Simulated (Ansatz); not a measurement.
Compressing NbRh: a fit and a missing row

NbRh, P4/mmm, a = 2.849 Å, c = 3.851 Å. The structure is a COD entry; whether it is the stable form wasn't checked. Ansatz: r2SCAN, PAW, 500 eV, Γ-centred 14×14×12 mesh on 2 atoms, Gaussian smearing 0.10 eV; no spin polarisation. Shape and atoms are relaxed at each volume; pressure is positive in compression.

| V (Å³/atom) | P (GPa) |
| --- | --- |
| 14.692 | ? |
| 15.160 | 7.61 |
| 15.629 | 0.00 |
| 16.098 | -6.49 |
| 16.567 | -12.02 |

**Question.** Take V0 = 15.629 Å³/atom, fit the third-order Birch–Murnaghan form to the other rows, and predict the missing pressure.

**Answer.** With the Eulerian strain f = ½[(V0/V)^(2/3) − 1] and y = P/[3f(1 + 2f)^(5/2)], the form is the line y = B0 + 1.5 B0 (B0′ − 4) f. Rows (f, y): 0.01026, 235.0; -0.00976, 232.9; -0.01906, 231.7. Means f = -0.006187, y = 233.20; Σ(Δf)² = 0.0004490, ΣΔfΔy = 0.04999; the slope is their ratio. y = 233.9 + 111.3 f GPa, so B0 = 233.9 GPa and B0′ = 4 + 2 × (111.3)/(3 × 233.9) = 4.32. At V = 14.692, f = 0.02104, y = 236.24 and P = 16.53 GPa. The run gave 16.54 GPa, so the fit is 0.01 GPa too low, a small miss on the scale of the series. The form still works here, 33 % of the fitted range beyond its end.